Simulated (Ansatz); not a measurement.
The relaxed structure here is a generated cell of Si2Mo: the first start was made by placing the elements on the sites of a structure type, and the end was not matched to a known phase here, so it may be hypothetical. Known forms of Si2Mo include space group No. 139.

One starting cell of Si2Mo (a generated trial cell of Si2Mo in the AFLOW prototype AB2_hP6_194_c_ad (B8_2, as in InNi2)) was relaxed twice with Ansatz (plane waves, PAW, scalar-relativistic): with PBEsol at 420 eV and with PBE at 420 eV. The PBEsol result:

Space group P6₃/mmc (No. 194); a = b = 4.413 Å, c = 4.953 Å, α = β = 90.00°, γ = 120.00°

```csv
atom,site,symmetry,x,y,z
Mo,2c,-6m2,0.3333,0.6667,0.2500
Si,2a,-3m.,0.0000,0.0000,0.0000
Si,2d,-6m2,0.6667,0.3333,0.2500
```

```json
[
 {"quantity": "space group", "PBEsol": "P6₃/mmc", "PBE": "P6₃/mmc"},
 {"quantity": "volume (Å³/atom)", "PBEsol": "13.92", "PBE": "___"},
 {"quantity": "a (Å)", "PBEsol": "4.413", "PBE": "___"},
 {"quantity": "c (Å)", "PBEsol": "4.953", "PBE": "___"},
 {"quantity": "gap (eV, no spin-orbit coupling)", "PBEsol": "0.00", "PBE": "___"}
]
```

Task: Fill in the PBE column.

Result: 
- volume (Å³/atom), PBE: 14.32
- a (Å), PBE: 4.459
- c (Å), PBE: 4.989
- gap (eV, no spin-orbit coupling), PBE: 0.00

Both levels end in the same structure; PBE's volume is 2.8 % larger. Neither column is exact.

No spin polarisation in the result.

The run could not lose the symmetry of its start, so the end can be a saddle point.

All atoms sit on sites fixed by symmetry, so only the cell could relax.

Ansatz is a program for electronic structure.
